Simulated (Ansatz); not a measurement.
Geometry optimisation in Ansatz: input, command and trajectory.

```yaml
crystal:
  lattice:
    - [3.7165145261, -2.0361888201, 0.0]
    - [3.7165145261, 2.0361888201, 0.0]
    - [0.0, 0.0, 8.6387862481]
  atoms:
    - { symbol: Br, position: [0.8473187244, 0.1526812756, 0.1199945462] }
    - { symbol: Br, position: [0.6526812756, 0.3473187244, 0.6199945462] }
    - { symbol: Br, position: [0.1526812756, 0.8473187244, 0.8800054538] }
    - { symbol: Br, position: [0.3473187244, 0.6526812756, 0.3800054538] }
basis:
  ecutwfc: 420
kpoints:
  mp_grid: { grid: [8, 8, 4] }
hamiltonian:
  xc: pbesol
scf:
  occupations: { method: gaussian, width: 0.02 }
output:
  forces: true
  stress: true
  eigenvalues: true
relax:
  adjacent_minimum: "off"
  f_tol: 0.01
  max_steps: 30
  cell: { stress_tol: 0.1, fix: [volume] }
```

```bash
ansatz run input.yaml --threads 1 --pin off --max-ram 2560MiB --backend cpu --events-out ev --progress --plain --runs-dir out
```

These are results of DFT PBEsol, scalar-relativistic, plane waves, PAW in Ansatz 0.2.0, not measurements.

The volume is held at 1.06 times that of the relaxed cell.

Of 5 frames 4 are shown, positions in Å and forces in eV/Å; the SCF threshold varies from step to step. Steps run on the plane waves of an earlier cell, with a Pulay correction in the pressure. The basis is chosen afresh for the last frame, the zero of the energies, and at times for earlier ones too; energy and pressure step there, also at an unchanged geometry.

```xyz
4
Lattice="3.7165 -2.0362 0.0000 3.7165 2.0362 0.0000 0.0000 0.0000 8.6388" Properties=species:S:1:pos:R:3:forces:R:3 pbc="T T T" step=1 free_energy_over_end_meV_per_atom=2.42 pressure_GPa=-1.04
Br    3.7165   -1.4144    1.0366    0.0000   -0.1145   -0.1250
Br    3.7165   -0.6218    5.3560    0.0000    0.1145   -0.1250
Br    3.7165    1.4144    7.6022    0.0000    0.1145    0.1250
Br    3.7165    0.6218    3.2828    0.0000   -0.1145    0.1250
4
Lattice="3.7689 -2.0345 0.0000 3.7689 2.0345 0.0000 0.0000 0.0000 8.5260" Properties=species:S:1:pos:R:3:forces:R:3 pbc="T T T" step=2 free_energy_over_end_meV_per_atom=0.89 pressure_GPa=-0.15
Br    3.7689   -1.4300    1.0343    0.0000    0.0415   -0.0803
Br    3.7689   -0.6044    5.2973    0.0000   -0.0415   -0.0803
Br    3.7689    1.4300    7.4917    0.0000   -0.0415    0.0803
Br    3.7689    0.6044    3.2287    0.0000    0.0415    0.0803
4
Lattice="3.7660 -2.0260 0.0000 3.7660 2.0260 0.0000 0.0000 0.0000 8.5683" Properties=species:S:1:pos:R:3:forces:R:3 pbc="T T T" step=3 free_energy_over_end_meV_per_atom=0.05 pressure_GPa=-0.31
Br    3.7660   -1.4143    1.0294    0.0000    0.0050   -0.0168
Br    3.7660   -0.6117    5.3135    0.0000   -0.0050   -0.0168
Br    3.7660    1.4143    7.5389    0.0000   -0.0050    0.0168
Br    3.7660    0.6117    3.2548    0.0000    0.0050    0.0168
4
Lattice="3.7733 -2.0216 0.0000 3.7733 2.0216 0.0000 0.0000 0.0000 8.5703" Properties=species:S:1:pos:R:3:forces:R:3 pbc="T T T" step=5 free_energy_over_end_meV_per_atom=0.00 pressure_GPa=-0.26
Br    3.7733   -1.4085    1.0276    0.0000    0.0055    0.0060
Br    3.7733   -0.6131    5.3127    0.0000   -0.0055    0.0060
Br    3.7733    1.4085    7.5428    0.0000   -0.0055   -0.0060
Br    3.7733    0.6131    3.2576    0.0000    0.0055   -0.0060
```

It took 43 s on 1 thread of Arm Neoverse V1, with other jobs on the host, peak memory 0.42 GiB.

The cell holds layers, and where no dispersion correction was added their binding is poorly described.